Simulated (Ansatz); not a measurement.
CdTe (zinc blende, F-43m), a = b = c = 6.490 Å, α = β = γ = 90.00°; the cell used has 2 atoms.

Relaxed with PBEsol. 

Task: HSE06 on this cell (Ansatz, an electronic-structure program, PAW) gives a gap of 1.62 eV. What does PBEsol give?

Result: 0.65 eV.

Cost on shared cores: the PBEsol run (SCF on a 7×7×7 mesh, then bands and DOS) roughly 23 core-seconds, the HSE06 run (SCF on 6×6×6, then a few points) roughly 110 core-seconds; the tasks are unlike.

The PBEsol relaxation kept the symmetry of its start. Scalar-relativistic: spin–orbit coupling is off unless named, which matters more the heavier the elements.

Potentials: the earlier of the program's two PAW sets.

Ansatz is a plane-wave DFT program.
